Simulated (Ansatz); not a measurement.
Consider the following.

SiSe$_{2}$:
Space group Pa-3 (No. 205); a = b = c = 6.208 Å, α = β = γ = 90.00°

| atom | site | symmetry | x | y | z |
|---|---|---|---|---|---|
| Si | 4a | .-3. | 0.0000 | 0.0000 | 0.0000 |
| Se | 8c | .3. | 0.3505 | 0.3505 | 0.3505 |

This is the PBE-relaxed structure.

Problem. All from plane-wave PAW PBE (Ansatz code), unless another level is named. Estimate the electronic character.

Solution. metallic (no gap).

Problem. And the formation energy from the elements (no fitted shifts)?

Solution. 0.029 eV/atom.

Problem. And the density of states at the Fermi level?

Solution. 0.60 states/eV per atom (mean over ±0.08 eV).

A made-up cell: these elements were put on the sites of a structure type; neither database checked (COD, Materials Project) lists it. COD files the formula under space group No. 72, so this cell is another polymorph or a model. Whether it is the stable phase at ambient conditions was not checked. Symmetry was held in the PBE relaxation; its stability against distortions is not shown here. The references are the lowest solids computed at this level, not always the standard phases. Scalar-relativistic: spin–orbit coupling is off unless named, which matters more the heavier the elements.

Potentials: the later of the program's two PAW sets.
